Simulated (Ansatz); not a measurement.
Ansatz input file:

```yaml
crystal:
  lattice:
    - [2.4564222732, 0.0, 0.0]
    - [-1.2282111366, 2.127324091, 0.0]
    - [0.0, 0.0, 26.9388271088]
  atoms:
    - { symbol: Co, position: [0.6666666667, 0.3333333333, 0.3155296986], spin: 1.94 }
    - { symbol: Co, position: [0.3333333333, 0.6666666667, 0.3892042788], spin: 1.87 }
    - { symbol: Co, position: [0.6666666667, 0.3333333333, 0.463103471], spin: 1.83 }
    - { symbol: Co, position: [0.3333333333, 0.6666666667, 0.537408221], spin: 1.86 }
    - { symbol: Co, position: [0.6666666667, 0.3333333333, 0.6089478846], spin: 1.92 }
    - { symbol: "N", position: [0.6666666667, 0.3333333333, 0.6824477438], spin: 3.0 }
basis:
  ecutwfc: 420
kpoints:
  mp_grid: { grid: [12, 12, 1] }
hamiltonian:
  xc: pbesol
scf:
  occupations: { method: gaussian, width: 0.1 }
output:
  forces: true
  eigenvalues: true
  populations: true
  write_density: true
  write_potential: true
  elf: true
  volumetric_format: npy
magnetization:
  spin_polarized: true
relax:
  adjacent_minimum: "off"
  f_tol: 0.03
  max_steps: 70
  constraints: [{ sites: [0, 1] }]
efield:
  axis: 3
  dipole_correction: true
  ramp_width: 0.04
```

Launched with
```bash
ansatz run input.yaml --threads 2 --pin off --max-ram 5120MiB --backend cpu --events-out ev --progress --plain --runs-dir out
```

The calculation used DFT PBEsol, scalar-relativistic, plane waves, PAW (Ansatz 0.2.0).

Part of what the program printed, abridged (final results; tables in files aren't shown):

```
WARN: The output density's exchange-correlation potential varies sharply where the density is thin. Do not read a vacuum level from v_tot or v_xc, or from such a field of the output density. On a cell that repeats whose density bears no net charge and no dipole along the vacuum's axis use v_es (v_loc + v_h of the components); under efield.dipole_correction with no amplitude use v_es + v_field, which holds any external_charges[].barrier, or the levels of the report's work_function block, which leave it out; under a non-zero efield.amplitude the vacuum is tilted and has no level; on a cell that repeats and bears such a dipole with no correction it is tilted too, and efield.dipole_correction wi ...
SCF converged after 11 iterations
Magnetization: 6.7080 μB (48.3540 up, 41.6460 down)
Absolute magnetization: 7.4457 μB (∫|ρ↑−ρ↓|, with the PAW one-centre terms)
Spin contamination: 0.1491 ħ² per cell (⟨S²⟩ above its minimum at these occupations)
Per-site moments (μB) at R_I (Å): [(1.74973602, 1.00622928), (1.70025028, 1.00622928), (1.66156586, 0.99163874), (1.63454041, 0.99163874), (0.25744354, 0.64901507), (-0.04922588, 0.64901507)]
Free energy (F): -25839.757154 eV
Harris-Foulkes:  -25839.757154 eV  (|F-HF|=1.91e-8)
Internal energy: -25839.732081 eV  (E = F + TS)
E sigma→0 (E₀):  -25839.744618 eV
Entropy (-TS):   -0.025073 eV (-4.179 meV/atom)
Fermi energy:    4.152599 eV
Dipole field:    D = -0.069798 V/Å  (p = -0.054300 e·Å, saw-weighted, corrected)
Work function:   Φ+ = 7.0297 eV   Φ− = 5.1494 eV
Levels:          The Fermi level and band energies are counted from a zero that moves with the ramp; work functions are not
--- Per-component energies (eV) ---
  E_band       = -2479.083614
  E_kinetic    = 2396.479529
  E_local      = -245170.573337  (includes V_loc(G=0)·N_el)
  E_nonlocal   = 2326.207715
  E_hartree    = 120762.211772
  E_xc         = -846.282812
  E_vxc        = -1095.849254  (∫ρ·V_xc dr)
  E_paw        = -7535.344362  (= ΣΔE_a)
  E_vpaw       = -2455.865619  (= ΣTr[D̂ρ^β])
  E_aug_tail   = 0.000349  (compensation charges beyond the density's cutoff)
  E_efield     = 0.001895  (sawtooth field / dipole correction)
  E_vefield    = -3.926521  (∫n·V_field dr)
  E_ewald      = 102226.596975
  E_core_change = 0.970195  (= ΣΔE_core)
  E_smearing   = -0.025073  (= −TS)
--- Forces (eV/Å), atoms counted from 1 ---
  atom   1  Co     0.00000000     0.00000000     0.41102796
  atom   2  Co     0.00000000     0.00000000    -0.41487224
  atom   3  Co     0.00000000     0.00000000     0.00106141
  atom   4  Co     0.00000000     0.00000000     0.00012934
  atom   5  Co     0.00000000     0.00000000     0.00230893
  atom   6  N      0.00000000     0.00000000     0.00030518
--- Band table (eV; the first three rows and the last of 38) ---
  k-point 0 ↑: bands = ["-91.6836", "-91.6422", "-91.5846", "-91.5802", "-91.3686", "-55.4782", "-55.2238", "-55.1130", "-54.9804", "-54.9054", "-54.9054", "-54.8894", "-54.8682", "-54.8682", "-54.8108", "-54.8108", "-54.7931", "-54.7931", "-54.3100", "-54.3100", "-12.0166", "-4.8612", "-3.8342", "-2.5254", "-1.5785", "-1.3481", "-0.6560", "1.2024", "1.2758", "1.3877", "1.3877", "1.4149", "1.4149", "1.5006", "1.6094", "1.6094", "1.7431", "1.7431", "2.0192", "2.0192", "2.2081", "2.2081", "2.4173", "2.4173", "2.5908", "2.8102", "2.8102", "3.1854", "3.1854", "3.3238", "3.3238", "3.8962", "6.8466", "6.8466", "9.0845", "10.3213", "10.8186", "11.3721", "12.3288", "12.7976", "14.4729", "14.8719"]
  k-point 1 ↑: bands = ["-91.6802", "-91.6392", "-91.5819", "-91.5778", "-91.3658", "-55.4752", "-55.2173", "-55.1110", "-54.9844", "-54.9221", "-54.9106", "-54.8989", "-54.8777", "-54.8729", "-54.8280", "-54.8148", "-54.8110", "-54.7974", "-54.3292", "-54.3146", "-11.8755", "-4.6142", "-3.6014", "-2.3087", "-1.3987", "-1.1912", "-0.5735", "1.0811", "1.1383", "1.2283", "1.3454", "1.4480", "1.4895", "1.5155", "1.5987", "1.6570", "1.7064", "1.8402", "1.8523", "1.9991", "2.0337", "2.2554", "2.2821", "2.3975", "2.5166", "2.6878", "2.7925", "3.0237", "3.1861", "3.3463", "3.7814", "4.8048", "6.5354", "6.7674", "9.3073", "10.5213", "11.0238", "11.5207", "12.5124", "13.0037", "14.6324", "15.0878"]
  k-point 2 ↑: bands = ["-91.6710", "-91.6310", "-91.5747", "-91.5712", "-91.3581", "-55.4670", "-55.1990", "-55.1081", "-55.0040", "-54.9637", "-54.9323", "-54.9248", "-54.8951", "-54.8857", "-54.8716", "-54.8563", "-54.8259", "-54.8092", "-54.3814", "-54.3272", "-11.4653", "-3.9052", "-2.9483", "-1.7270", "-1.0151", "-0.7632", "-0.3339", "0.6632", "0.9256", "0.9429", "0.9848", "1.2223", "1.3461", "1.5678", "1.6571", "1.7061", "1.7573", "1.8519", "1.8532", "1.9945", "2.0287", "2.1411", "2.3013", "2.3741", "2.5866", "2.7376", "2.7968", "3.1894", "3.3808", "3.3947", "4.6357", "5.7549", "6.2185", "6.5593", "9.9609", "11.0709", "11.6197", "12.0164", "13.0851", "13.6188", "15.1046", "15.7342"]
  k-point 18 ↓: bands = ["-90.9666", "-89.5752", "-89.5643", "-89.5605", "-89.4430", "-55.1698", "-54.1227", "-54.1214", "-53.1704", "-53.1661", "-53.1532", "-53.1111", "-53.1061", "-53.0617", "-53.0597", "-52.9884", "-52.9813", "-52.9775", "-52.9349", "-52.8534", "-8.7107", "-0.9876", "-0.9731", "0.5125", "0.9643", "1.0477", "1.1670", "1.1728", "1.2425", "1.2743", "1.3377", "1.7420", "2.0074", "2.4050", "2.4660", "2.6742", "2.8982", "3.0662", "3.1979", "3.7536", "3.9091", "3.9894", "4.3648", "4.9394", "4.9580", "5.0318", "5.1731", "5.1883", "6.4104", "9.9454", "10.3372", "10.5241", "10.5516", "10.9494", "11.0622", "11.3229", "12.3316", "13.9031", "14.1269", "15.1535", "15.4794", "15.7231"]
--- Relaxed structure (8 steps of the walk, 7 accepted, 0 SCFs on fresh bases) ---
  F+E_penalty+E_count = -25839.75715428 eV   max|allowed force component| = 2.309e-3 eV/Å
  atoms:
    - { symbol: Co, position: [0.66666666, 0.33333333, 0.3155296986] }
    - { symbol: Co, position: [0.33333333, 0.66666666, 0.3892042788] }
    - { symbol: Co, position: [0.66666666, 0.33333333, 0.46407834] }
    - { symbol: Co, position: [0.33333333, 0.66666666, 0.53613303] }
    - { symbol: Co, position: [0.66666666, 0.33333333, 0.61557308] }
    - { symbol: N, position: [0.66666666, 0.33333333, 0.67397837] }
--- Löwdin populations: 6 sites ---
  site symbol q [e]    m [muB]
     0     Co     16.7852     1.7524
     1     Co     16.7757     1.6958
     2     Co     16.7853     1.6651
     3     Co     16.7932     1.6342
     4     Co     16.5973     0.2756
     5      N      5.2009    -0.0771
  spilling = 0.011803 (of n_electrons = 90.000000)
```

The relaxation met its thresholds.

It took 5.3 min on 2 threads of Intel(R) Xeon(R) Processor @ 2.70GHz (shared host), peak memory 0.66 GiB.

Moments started parallel, and an antiferromagnetic order may lie lower.